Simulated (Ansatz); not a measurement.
Relaxed-ion elastic tensor of Si2Ni (fluorite or antifluorite type, Fm-3m) in GPa (Voigt order), plane-wave PAW LDA (Ansatz code); density 4.99 g/cm³, 12.75 Å³ per atom.

```csv
,1,2,3,4,5,6
1,208,147,147,0.0,0.0,0.0
2,147,208,147,0.0,0.0,0.0
3,147,147,208,0.0,0.0,0.0
4,0.0,0.0,0.0,83.9,0.0,0.0
5,0.0,0.0,0.0,0.0,83.9,0.0
6,0.0,0.0,0.0,0.0,0.0,83.9
```

Is the crystal mechanically stable?

Yes: the smallest eigenvalue of C is 60.5 GPa.

Work out the Voigt, Reuss and Hill averages.

K_V = 167, K_R = 167, K_H = 167; G_V = 62.4, G_R = 49.1, G_H = 55.8 GPa.

Give Young's modulus, Poisson's ratio, Pugh's ratio and the universal anisotropy index.

E = 9KG/(3K + G) = 151 GPa; ν = 0.35; K/G = 3.00 (ductile by the Pugh limit of 1.75); A_U = 5G_V/G_R + K_V/K_R − 6 = 1.36.

Estimate the sound speeds and the Debye temperature.

v_l = √((K + 4G/3)/ρ) = 6960 m/s, v_t = √(G/ρ) = 3340 m/s, mean 3760 m/s; Θ = (h/k)(3n/4πV)^(1/3) v_m = 479 K.

Give the Zener ratio and Young's modulus along [100], [110] and [111].

A = 2C44/(C11 − C12) = 2.77; 1/E = S11 − 2(S11 − S12 − S44/2)Γ with Γ = 0, 1/4, 1/3 gives 85.6, 156, 216 GPa.

Solve the Christoffel equation for the three sound speeds along [100], [110], [111].

Eigenvalues of C_ijkl n_j n_l equal ρv². In km/s, slowest first: [100] 4.10, 4.10, 6.46; [110] 2.46, 4.10, 7.24; [111] 3.11, 3.11, 7.48.

The cell was relaxed with LDA under the symmetry of its start; of distortions, only those at the zone centre were tested. The run is not spin-polarised. As this level gives no gap, shear constants depend on the k-mesh and smearing (Fermi–Dirac, 0.1 eV here).

Potentials: the later of the program's two PAW sets.
